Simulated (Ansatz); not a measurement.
Starting cell, TiB2 (AlB2 type, space group P6/mmm):

```
CELL_PARAMETERS angstrom
      6.06397     0.00000     0.00000
     -1.51599     2.62578     0.00000
      3.03199     0.00000     3.22435
ATOMIC_POSITIONS crystal
  Ti 0.00000 0.00000 0.00000
  Ti 0.50000 0.00000 0.00000
  B  0.91667 0.66667 0.50000
  B  0.41667 0.66667 0.50000
  B  0.08333 0.33333 0.50000
  B  0.58333 0.33333 0.50000
```

The atoms are displaced by Q × the pattern below (from a DFPT mode at L = (0.5, 0.0, 0.5), largest move 1; Q in Å), at fixed cell. (q is in reciprocal vectors of the primitive cell; the cell shown is doubled to hold the pattern.)

```csv
atom,x,y,z
B3,-0.866,-0.500,0.000
B4,0.866,0.500,0.000
B5,0.866,0.500,0.000
B6,-0.866,-0.500,0.000
```

Atoms not listed stay in place.

Method: PBE (plane waves to 420 eV, PAW, scalar-relativistic; Ansatz, an electronic-structure program). k mesh 18×18×18 (Γ-centred), Fermi-Dirac smearing 0.05 eV. Energies are smeared free energies. Compression counts positive. With partly filled bands, energies and forces of such displacements shift with the k mesh and the smearing. TiB2 is run without spin polarisation. TiB2 was relaxed with its symmetry unable to fall. ΔE is measured from the undisplaced structure.

```tsv
Q (Å)	−dE/dQ from forces (eV/Å)	P (GPa)	ΔE (meV/cell)
-0.180	15.404	5.7	…
-0.150	13.278	4.1	…
-0.120	10.914	2.6	670
-0.090	8.355	1.5	381
-0.060	5.650	0.7	…
-0.030	2.849	0.2	…
0.000	0.000	0.0	0
0.030	-2.849	0.2	…
0.060	-5.650	0.7	…
0.090	-8.355	1.5	381
0.120	-10.914	2.6	670
0.150	-13.278	4.1	…
0.180	-15.404	5.7	…
```

Question: What belongs in the gaps?

Answer: 
- -0.180, ΔE (meV/cell): 1465
- -0.150, ΔE (meV/cell): 1034
- -0.060, ΔE (meV/cell): 170
- -0.030, ΔE (meV/cell): 43
- 0.030, ΔE (meV/cell): 43
- 0.060, ΔE (meV/cell): 170
- 0.150, ΔE (meV/cell): 1034
- 0.180, ΔE (meV/cell): 1465

(For displaced atoms, the force is minus the slope of the energy, and its curvature is a force constant, which sets phonon frequencies.)
